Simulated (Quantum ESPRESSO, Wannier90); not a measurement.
# AlN (wurtzite): Wannier90 run

```xyz
4
Lattice="3.1286 0.0000 0.0000 -1.5643 2.7094 0.0000 0.0000 0.0000 5.0170" Properties=species:S:1:pos:R:3 pbc="T T T"
Al    -1.5643     0.9031     2.5049
Al     1.5643    -0.9031    -0.0036
N     -1.5643     0.9031    -0.5985
N      1.5643    -0.9031     1.9100
```

Materials Project entry mp-661; symmetrised, unrelaxed at this level. COD (Crystallography Open Database) has an entry of this formula and space group (matched by these alone). Method: PBEsol plane waves in Quantum ESPRESSO 7.5 (PseudoDojo norm-conserving files, 68 Ry, no spin polarisation, no spin-orbit coupling), Bloch states on a 12×12×6 mesh through Γ, Wannier90 4.0.1. Density: 12×12×6 mesh, cold smearing 0.01 Ry.

Bands 1-2 form an isolated set from -15.04 to -12.32 eV relative to the valence-band maximum (on the path) and are turned into 2 Wannier functions by minimising the spread from the start: atomic waves N 2s.

Task: Where do the functions sit, how wide are they and what are they made of?

Result: 
```
functions  spread (Å²)  nearest atom, distance (Å)  second atom, distance (Å)            weight on atomic waves
---------  -----------  --------------------------  -------------------------  --------------------------------
2                 0.89                      N 0.00                    Al 1.90  N 2s 63 %, Al 3p 27 %, Al 3s 9 %
```

Ω_I = 1.77 Å², Ω_total = 1.77 Å²; the interpolated bands follow pw.x to 0.0 meV rms on the path. Only this start was tried; a symmetric start can stop on a saddle, and mixtures of these functions could lower the total by at most Ω_total − Ω_I.
